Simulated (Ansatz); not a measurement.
Here is the system:

TaRu:
```yaml
crystal:
  lattice:
    - [3.02146, 0.00000, 0.00000]
    - [0.00000, 3.02146, 0.00000]
    - [0.00000, 0.00000, 3.39244]
  atoms:
    - { symbol: Ru, position: [0.00000, 0.00000, 0.00000] }
    - { symbol: Ta, position: [0.50000, 0.50000, 0.50000] }
```

This is the PBEsol-relaxed structure. Tensor components refer to the Cartesian frame of this cell.

Q: All from PBEsol (plane waves, PAW; program Ansatz), unless another level is named. Estimate the bulk modulus (Birch–Murnaghan fit).

A: 272 GPa.

Q: And the highest zone-centre frequency?

A: 155 cm^-1.

Q: Predict the elastic constants (relaxed ions, GPa).

A: C11 = 406, C12 = 203, C13 = 219, C33 = 371, C44 = 71.1, C66 = 70.3.

Space group P4/mmm (L1₀ or tetragonal B2). The workflow started from an entry of the Crystallography Open Database (COD), which files this formula under 2 space groups. Its standing as an ambient phase is unchecked. Symmetry was held in the PBEsol relaxation; of distortions, only those at the zone centre were tested. The run is not spin-polarised. As this level gives no gap, shear constants depend on the k-mesh and smearing (Fermi–Dirac, 0.1 eV here). As this level gives no gap, phonon frequencies hold no LO–TO term and depend on the k-mesh and smearing (Fermi–Dirac, 0.1 eV here). On the denser mesh and wider smearing of the elastic run this cell carries a stress of 0.4 GPa. Spin–orbit coupling is left out wherever it is not named.

Potentials: the later of the program's two PAW sets.
